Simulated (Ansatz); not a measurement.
Starting cell, CdTe (zinc blende):

```xyz
2
Lattice="0.0000 3.3090 3.3090 3.3090 0.0000 3.3090 3.3090 3.3090 0.0000" Properties=species:S:1:pos:R:3 pbc="T T T"
Te     4.9635     4.9635     4.9635
Cd     0.0000     0.0000     0.0000
```

In this cell atom 1 (Te, nearest neighbour Cd at 2.866 Å; its periodic images, 4.7 Å or more away, move with it) is moved by s along Cartesian [111], unit vector (0.577, 0.577, 0.577); all other atoms and the cell stay fixed.

Level of theory: PBE (plane waves to 420 eV, PAW, scalar-relativistic; Ansatz, an electronic-structure program). k mesh 7×7×7 (Γ-centred), Fermi-Dirac smearing 0.05 eV. The energy includes the smearing's −TS. Left out: 1 of 11 points, with atoms too close for the PAW data. CdTe was relaxed with its symmetry unable to fall. Spin-orbit coupling is left out, though Te is heavy. ΔE is measured from the undisplaced structure.

```
s (Å)   ΔE (meV/cell)
------  -------------
-0.860            447
-0.688            368
-0.516            261
-0.344            144
-0.172             44
0.000               0
0.172              69
0.344             347
0.516            1001
0.688            2327
```

### Question
What force constant k = d²E/ds² at s = 0 does the table give?

### Answer
3.7 eV/Å². It is the second difference of the nearest points, corrected with the next pair.

### Question
With k = 3.71 eV/Å² from the forces, is the well harmonic out to s = 0.688 Å?

### Answer
½ks² = 878 meV/cell against the computed 2327 meV/cell, so the well is stiffer than harmonic there.

(A displaced cell: forces are minus the slopes of the energy, force constants its curvatures, and phonons follow from these.)
